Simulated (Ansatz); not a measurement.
# SnC₂S₂N₂ — ¹¹⁹Sn Mössbauer parameters

Cell: a structure deposited in the COD, ions relaxed with PBE at fixed cell.

Space group P-1 (No. 2); a = 4.9240, b = 5.6650, c = 10.2420 Å, α = 100.62°, β = 96.87°, γ = 93.33°.

| site | Wyckoff | site symmetry | x | y | z |
| --- | --- | --- | --- | --- | --- |
| Sn | 2i | 1 | 0.1732 | 0.1932 | 0.7426 |
| C3 | 2i | 1 | 0.8107 | 0.6024 | 0.6259 |
| C5 | 2i | 1 | 0.2011 | 0.7501 | 0.9979 |
| S7 | 2i | 1 | 0.7358 | 0.8637 | 0.5932 |
| S9 | 2i | 1 | 0.3737 | 0.7186 | 0.8710 |
| N11 | 2i | 1 | 0.0840 | 0.7761 | 0.0930 |
| N13 | 2i | 1 | 0.8549 | 0.4103 | 0.6488 |

One atom of each set is listed.

All values are calculated (Ansatz; DFT, PBE, plane waves and PAW, scalar-relativistic, 420 eV cutoff, Γ-centred 6×5×3 k-points, Fermi–Dirac smearing 0.02 eV), not measured.

Isomer shifts (against SnO₂) follow from the electron density at the nucleus, δ = α(ρ − ρ₀), with α = 0.099 mm s⁻¹ a₀³ and ρ₀ = 183191.44 a₀⁻³ from a line fitted to 8 measured compounds at this level of theory (rms miss 0.12 mm/s). ΔE_Q = ½eQV_zz(1 + η²/3)^½ with Q = -0.132 b for the 23.9 keV state.

Problem. Where do the absorption lines lie?

Solution. Sn (2 atoms a cell): δ = 3.61, |ΔE_Q| = 1.15 mm/s, a doublet at 3.04 and 4.19 mm/s.

Without spin–orbit coupling (the program notes it for Sn) the gradients are little affected as a rule: paired runs on crystals with a gap mostly move them by under 2 % at such atoms. The database entry as given showed forces above 3 eV/Å or a pressure above 30 GPa, though relaxing it moves no atom far. Shifts outside the range of the fitted compounds (-0.5 to 3.2 mm/s for Sn) are extrapolations.
